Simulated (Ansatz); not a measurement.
MgO:
```cif
data_MgO
_chemical_formula_sum 'Mg1 O1'
_space_group_name_H-M_alt 'P 1'
_space_group_IT_number 1
_cell_length_a 2.63341
_cell_length_b 2.63341
_cell_length_c 2.63341
_cell_angle_alpha 90.000
_cell_angle_beta 90.000
_cell_angle_gamma 90.000
loop_
_space_group_symop_operation_xyz
  'x, y, z'
loop_
_atom_site_label
_atom_site_type_symbol
_atom_site_fract_x
_atom_site_fract_y
_atom_site_fract_z
_atom_site_occupancy
Mg1 Mg 0.00000 0.00000 0.00000 1
O1 O 0.50000 0.50000 0.50000 1
```

Relaxed with PBEsol.

### Question
Give the optical modes at the zone centre with their infrared and Raman activity from DFPT, DFT-PBEsol in the program Ansatz with PAW potentials.

### Answer
Transverse frequencies, without the LO–TO term; a row sums one degenerate level.

```json
[
 {"ω (cm⁻¹)": "126", "degeneracy": "3", "IR ((D/Å)²/amu)": "32.87", "Raman (Å⁴/amu)": "0", "activity": "IR", "symmetry": "T1u"}
]
```

### Question
How high does the top mode go among those that the LO–TO term moves?

### Answer
595 cm⁻¹ for q along x.

Space group Pm-3m (CsCl type). This is a known high-pressure phase of the composition, computed here at zero pressure and temperature. The PBEsol relaxation kept the symmetry of its start. At this level the phase is dynamically unstable (imaginary phonons).

Potentials: the later of the program's two PAW sets.
